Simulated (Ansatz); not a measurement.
Input and command of a plane-wave DFT calculation in Ansatz:

```yaml
crystal:
  lattice:
    - [0.0, 3.2282402227, 3.2282402227]
    - [3.2282402227, 0.0, 3.2282402227]
    - [3.2282402227, 3.2282402227, 0.0]
  atoms:
    - { symbol: Cs, position: [0.0, 0.0, 0.0] }
    - { symbol: As, position: [0.5, 0.5, 0.5] }
basis:
  ecutwfc: 420
kpoints:
  mp_grid: { grid: [6, 6, 6] }
hamiltonian:
  xc: pbe
scf:
  occupations: { method: gaussian, width: 0.1 }
  lower_state_search: "off"
output:
  forces: true
  stress: true
  eigenvalues: true
```

```bash
ansatz run input.yaml --threads 1 --pin off --max-ram 2560MiB --backend cpu --events-out ev --progress --plain --runs-dir out
```

Processor: Arm Neoverse V2, 1 thread, on a host shared with other jobs.

**Question.** How long does it run, and how much memory does it take?

**Answer.** About 1.2 s on 1 thread of Arm Neoverse V2 (shared host), peak memory 0.31 GiB. It solves 16 bands at 16 k points (the mesh reduced by the symmetry that the task leaves, which can be less than the crystal's) with about 1363 plane waves, in 6 SCF iterations.
